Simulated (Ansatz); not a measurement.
Property card for CdTe

CdTe:
```cif
data_Cd2Te2
_chemical_formula_sum 'Cd2 Te2'
_space_group_name_H-M_alt 'P 1'
_space_group_IT_number 1
_cell_length_a 4.63961
_cell_length_b 4.63961
_cell_length_c 7.59499
_cell_angle_alpha 90.000
_cell_angle_beta 90.000
_cell_angle_gamma 120.000
loop_
_space_group_symop_operation_xyz
  'x, y, z'
loop_
_atom_site_label
_atom_site_type_symbol
_atom_site_fract_x
_atom_site_fract_y
_atom_site_fract_z
_atom_site_occupancy
Cd1 Cd 0.33333 0.66667 0.00015 1
Cd2 Cd 0.66667 0.33333 0.50015 1
Te1 Te 0.33333 0.66667 0.37485 1
Te2 Te 0.66667 0.33333 0.87485 1
```

Space group P6_3mc (No. 186), wurtzite; conventional cell a = b = 4.6396 Å, c = 7.5950 Å, α = β = 90.00°, γ = 120.00°.

Method: the program Ansatz at the HSE06 level (PAW). Structure relaxed to zero pressure with the same functional. Other levels are named where they apply.

**Cell and energy**

```json
{
  "volume_per_atom": "35.40 Å³",
  "density": "5.63 g/cm³"
}
```

**Electronic structure**

```json
{
  "band_gap": "1.54 eV (direct)",
  "valence_band_maximum": "at Γ",
  "conduction_band_minimum": "at Γ",
  "Gap with spin–orbit coupling": "1.24 eV (at the special points and the edges found without it)"
}
```

**Mechanics**

```json
{
  "Bulk modulus (Birch–Murnaghan fit)": "39.3 GPa",
  "Pressure derivative B′": "4.6"
}
```

**Charges**

```json
{
  "bader_charges": "Cd +0.64, Te -0.64 e"
}
```

The first step of the workflow began from a Materials Project structure, measured or hypothetical; the Crystallography Open Database copy checked does not list it. It is not the phase usual at ambient conditions (space group No. 216). The cell was relaxed with HSE06 under the symmetry of its start; whether a distortion lowers the energy is not shown. The hybrid was solved on a coarse mesh, the path and, where they were found, the r²SCAN edge points; its band edges are the extreme levels among these. Spin–orbit coupling is left out wherever it is not named.

Potentials: the earlier of the program's two PAW sets.
